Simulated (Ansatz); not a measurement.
VIr$_{3}$ (Pm-3m): electronic heat capacity and spin susceptibility from the density of states

Theory: Ansatz, DFT r2SCAN, scalar-relativistic, plane waves, PAW.

Cutoff 500 eV; k points 12×12×12 on the computed 4-atom cell (Γ-centred); Gaussian smearing, width 0.10 eV; no spin polarisation.

Relaxed cell: Pm-3m, a = 3.810 Å, b = 3.810 Å, c = 3.810 Å, α = 90.00°, β = 90.00°, γ = 90.00°, 4 atoms in the primitive cell. Whether it is the stable form of this composition wasn't checked.

The density of states at the Fermi level is 1.789 states/eV in the cell of 4 atoms (1 formula unit; both spins, tetrahedra on a 18×18×18 mesh).

Question: What Sommerfeld coefficient and Pauli susceptibility does this give?

Answer: Per formula unit N(E_F) = 1.789 states/eV. γ = (π²/3) k_B² N(E_F) N_A = 2.357 mJ/(mol K²) per state/eV, so γ = 4.2 mJ/(mol K²), a mole of formula units. χ_P = μ_B² N(E_F) N_A = 3.23×10⁻⁵ emu/mol per state/eV gives 5.8×10⁻⁵ emu/mol. This is the bare band result: a measured γ of the same phase is as a rule larger by a factor 1 + λ from phonons and spin fluctuations, the spin part of χ is larger by the Stoner factor, and a measured χ also holds orbital and core terms. N(E_F) at one energy is sensitive to the mesh where the density of states has sharp peaks.

Spin-orbit coupling is left out, which matters for the bands of heavy elements.

A ferromagnetic start lost its moments in a first run, so spin was left out; other magnetic orders weren't tried.

Cost: 1 run of about 1.3 core-minutes, on Arm Neoverse V2 (shared hosts).